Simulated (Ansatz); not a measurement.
Al (fcc (Cu type), Fm-3m) at seven volumes, plane-wave PAW PBE (Ansatz code), scaled uniformly. One row is withheld.

```
V (Å³/atom)  P (GPa)
-----------  -------
14.997          9.16
15.491             ?
15.985          2.54
16.480          0.00
16.974         -2.15
17.469         -3.96
17.963         -5.49
```

Fit the shown pressures and predict the withheld one.

P = (3/2)B₀(x^(7/2) − x^(5/2))[1 + (3/4)(B′ − 4)(x − 1)] with x = (V₀/V)^(2/3). Least squares on the six rows gives V₀ = 16.479 Å³/atom, B₀ = 77.9 GPa, B′ = 4.69. At V = 15.491, x = 1.0421 and P = 5.57 GPa. The run itself gave 5.57 GPa.

The cell was relaxed with PBE under the symmetry of its start.

Potentials: the earlier of the program's two PAW sets.
